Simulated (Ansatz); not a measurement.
One crystal and one scan (scan of one atom of the cell) at two levels, PBE (plane waves to 420 eV, PAW, scalar-relativistic; Ansatz, a program for electronic structure) and r2SCAN (plane waves to 500 eV, PAW, scalar-relativistic; Ansatz), each from its own relaxed cell and on its own mesh. The cell shown is that of PBE.

PbSe (rock salt)

```yaml
crystal:
  lattice:
    - [0.00000, 3.10888, 3.10888]
    - [3.10888, 0.00000, 3.10888]
    - [3.10888, 3.10888, 0.00000]
  atoms:
    - { symbol: Se, position: [0.00000, 0.00000, 0.00000] }
    - { symbol: Pb, position: [0.50000, 0.50000, 0.50000] }
```

Scan: atom 2 (Pb, nearest neighbour Se at 3.109 Å; its periodic images, 4.4 Å or more away, move with it) is displaced along Cartesian [110], direction (0.707, 0.707, 0.000) in Cartesian axes, by s. The other atoms stay.

The energy includes the smearing's −TS. PbSe was relaxed with its symmetry unable to fall. Spin-orbit coupling is left out, though Pb is heavy. Both scans cover s from -0.620 to 0.620 Å.

ΔE (meV/cell), each from the undisplaced structure of its own level:

```tsv
s (Å)	PBE	r2SCAN
-0.620	289	withheld
-0.496	139	147
-0.372	54	56
-0.248	14	15
-0.124	2	2
0.000	0	0
0.124	2	2
0.248	14	15
0.372	54	56
0.496	139	147
0.620	289	withheld
```

Question: Estimate the r2SCAN value at 0.620 from the PBE value there and the ratio of the two levels in the two nearest given rows on that side of the minimum.

Answer: At 0.496 and 0.372 the ratio r2SCAN/PBE averages 1.047, which gives 1.047 × 289 = 303 meV/cell. The calculation gives 308 meV/cell, +6.6 % against PBE.

(For displaced atoms, the force is minus the slope of the energy, and its curvature is a force constant, which sets phonon frequencies.)
